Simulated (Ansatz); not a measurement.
# What a change of settings does to a run on TlPd$_{3}$

The cell is the one relaxed in the Materials Project (mp-571030), not relaxed further here; entries there can be hypothetical.

First run: DFT, LDA, PAW with Ansatz's default frozen-core files, scalar-relativistic (Ansatz 0.2.0).

Command: `ansatz run input.yaml --threads 1 --pin off --max-ram 4096MiB --backend cpu --events-out ev --progress --plain --runs-dir out` The run took 63 s on 1 thread of Arm Neoverse V1 (shared host), peak memory 0.58 GiB.

```yaml
crystal:
  lattice:
    - [-2.0903608308, 2.0903608308, 3.7961551193]
    - [2.0903608308, -2.0903608308, 3.7961551193]
    - [2.0903608308, 2.0903608308, -3.7961551193]
  atoms:
    - { symbol: Tl, position: [0.0, 0.0, 0.0] }
    - { symbol: Pd, position: [0.5, 0.5, 0.0] }
    - { symbol: Pd, position: [0.75, 0.25, 0.5] }
    - { symbol: Pd, position: [0.25, 0.75, 0.5] }
kpoints:
  mp_grid: { grid: [12, 12, 12] }
  band_path:
    path:
      - [0.0, 0.0, 0.0]
      - [0.0, 0.0, 0.5]
      - [0.25, 0.25, 0.25]
      - [0.0, 0.5, 0.0]
      - [0.0, 0.0, 0.0]
      - [0.5, 0.5, -0.5]
      - [0.3258044369, 0.6741955631, -0.3258044369]
      - [-0.3258044369, 0.3258044369, 0.3258044369]
      - [0.0, 0.0, 0.0]
    npoints: 14
scf:
  occupations: { method: fermi_dirac, width: 0.03 }
hamiltonian:
  xc: lda
  pseudopotentials: { kind: paw }
output:
  forces: true
  stress: true
  eigenvalues: true
  efg: { contact_densities: true }
  populations: true
  bader: true
  dos: { projected: true, de: 0.2, e_range: [-14, 8] }
  write_density: true
  write_potential: true
  elf: true
  volumetric_format: npy
```

Result: converged; pressure -9.29 GPa; 6 SCF iterations.

Spin polarisation is left out, and whether a magnetic state lies lower isn't shown here.

No spin–orbit coupling, which matters for the heavy atoms here.

The input is then changed:

```diff
@@ -10,5 +10,5 @@
     - { symbol: Pd, position: [0.25, 0.75, 0.5] }
 kpoints:
-  mp_grid: { grid: [12, 12, 12] }
+  mp_grid: { grid: [12, 12, 12], shift: [0.5, 0.5, 0.5] }
   band_path:
     path:
@@ -34,9 +34,3 @@
   efg: { contact_densities: true }
   populations: true
-  bader: true
-  dos: { projected: true, de: 0.2, e_range: [-14, 8] }
-  write_density: true
-  write_potential: true
-  elf: true
-  volumetric_format: npy
```

Task: Predict the outcome of the changed run.

Result: It converged; energy at zero smearing +1.0 meV/atom from the first run; pressure -9.31 GPa; 6 SCF iterations.
